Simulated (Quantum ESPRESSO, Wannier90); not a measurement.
Zr (hcp (Mg type)), plane waves to Wannier functions

```xyz
2
Lattice="3.2392 0.0000 0.0000 -1.6196 2.8053 0.0000 0.0000 0.0000 5.1722" Properties=species:S:1:pos:R:3 pbc="T T T"
Zr     1.6196    -0.9351     1.2931
Zr    -1.6196     0.9351    -1.2931
```

Cell from Materials Project (mp-131), symmetrised, no further relaxation. This is the element's usual structure. Level: PBEsol, no spin polarisation, no spin-orbit coupling; pw.x of Quantum ESPRESSO at 53 Ry with PseudoDojo potentials, 12×12×6 k-points, Wannier90. Density: 18×18×8 mesh, cold smearing 0.01 Ry.

A tight-binding model is made by disentanglement and projection with no localisation steps (num_iter = 0), so the 18 orbitals stay atom-like: hydrogen-like Zr: s;p;d, axes along x, y, z; frozen window up to 1.50 eV relative to the Fermi level. It follows pw.x to 3.4 meV rms for states up to 1.0 eV relative to the Fermi level. Matrix elements depend on this choice of orbitals and windows.

Question: What are the on-site energies relative to the Fermi level, and how fast do the hoppings decay?

Answer: 
```
atom            orbitals  energy (eV)
----  ------------------  -----------
Zr1                    s         5.62
Zr1                   pz        10.67
Zr1                px py        10.71
Zr1                  dz2         2.43
Zr1   dxz dyz dx2-y2 dxy         2.38
Zr2                    s         5.62
Zr2                   pz        10.67
Zr2                px py        10.71
Zr2                  dz2         2.43
Zr2   dxz dyz dx2-y2 dxy         2.38
```

| distance of the centres (Å) | largest modulus (eV) |
|---|---|
| 3–4 | 2.3 |
| 4–5 | 0.14 |
| 5–6 | 0.19 |
| 6–7 | 0.089 |
| 7–8 | 0.072 |
| 8–9 | 0.037 |
| 9–10 | 0.031 |
| 10–11 | 0.018 |
| 11–12 | 0.013 |
| 12–13 | 0.011 |
